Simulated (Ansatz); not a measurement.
Li in space group Pmma (No. 51; Li on 2c, Li on 4k) under volume change, r²SCAN in the plane-wave PAW code Ansatz, shape and atoms relaxed at each volume.

```
V (Å³/atom)  E − E(relaxed) (meV/atom)  P (GPa)
-----------  -------------------------  -------
19.195                             7.4     1.35
19.827                             3.1     0.84
20.460                             [?]      [?]
21.093                             0.0     0.00
21.726                             0.6    -0.34
22.358                             2.6    -0.64
22.991                             [?]      [?]
```

Some entries are withheld; supply them.


- 22.991, E − E(relaxed) (meV/atom): 5.7
- 22.991, P (GPa): -0.91
- 20.460, E − E(relaxed) (meV/atom): 0.7
- 20.460, P (GPa): 0.39

What does a third-order Birch–Murnaghan fit give for V₀, B₀ and B′?

V₀ = 21.09 Å³/atom, B₀ = 12.2 GPa, B′ = 3.4.

The workflow started from a Materials Project entry (that database holds measured and hypothetical structures alike); the Crystallography Open Database copy checked does not list it. It is not the phase usual at ambient conditions (space group No. 229). Symmetry was held in the r²SCAN relaxation. At this level the phase is dynamically unstable (imaginary phonons).

Potentials: the earlier of the program's two PAW sets. The files were generated under PBE; for other functionals the program regenerates the frozen cores, and for LDA and PBEsol the local potential too.
